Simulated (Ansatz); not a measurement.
An Ansatz (a first-principles code) input:

Ansatz 0.2 input:
```yaml
crystal:
  lattice:
    - [2.6788437266, 0.0, 0.0]
    - [-1.3394218633, 2.31994672, 0.0]
    - [0.0, 0.0, 8.6074572039]
  atoms:
    - { symbol: Ru, position: [0.0, 0.0, 0.0] }
    - { symbol: Ru, position: [0.6666666667, 0.3333333333, 0.25] }
    - { symbol: Ru, position: [0.0, 0.0, 0.5] }
    - { symbol: Ru, position: [0.3333333333, 0.6666666667, 0.75] }
kpoints:
  mp_grid: { grid: [13, 13, 4] }
  band_path:
    path:
      - [[0.0, 0.0, 0.0], [0.5, 0.0, 0.0], [0.3333333333, 0.3333333333, 0.0], [0.0, 0.0, 0.0], [0.0, 0.0, 0.5], [0.5, 0.0, 0.5], [0.3333333333, 0.3333333333, 0.5], [0.0, 0.0, 0.5]]  # Γ-M-K-Γ-A-L-H-A
      - [[0.5, 0.0, 0.5], [0.5, 0.0, 0.0]]  # L-M
      - [[0.3333333333, 0.3333333333, 0.5], [0.3333333333, 0.3333333333, 0.0]]  # H-K
    npoints: 8
basis: { xc_grid: 2 }
hamiltonian:
  xc: pbesol
  pseudopotentials: { azcp: { folder: ./paw }, kind: paw_fr }
magnetization: { noncollinear: true, spin_orbit: true }
scf:
  n_extra_bands: 12
  convergence: { dr2_threshold: 0.0000000001 }
  occupations: { method: gaussian, width: 0.05 }
output: { eigenvalues: true }
```

### Question
How many symmetry operations and irreducible k-points will the run report?

### Answer
24 operations, 63 of 676 k-points.

### Question
With a cutoff of 420 eV, how many plane waves at Γ?

### Answer
1067.

It took about 2.2 core-minutes (a rough figure) on shared server cores.

Space group P6_3/mmc (dhcp (α-La type)). The start of the workflow was typed in or built on a structure type. Its sites differ from those of the usual phase in this space group: another stacking or structure type. The cell was relaxed with PBEsol under the symmetry of its start; whether a distortion lowers the energy is not shown. The run is not spin-polarised.

Potentials: the earlier of the program's two PAW sets. The files were generated under PBE; for other functionals the program regenerates the frozen cores, and for LDA and PBEsol the local potential too.

Ansatz is a plane-wave DFT program.
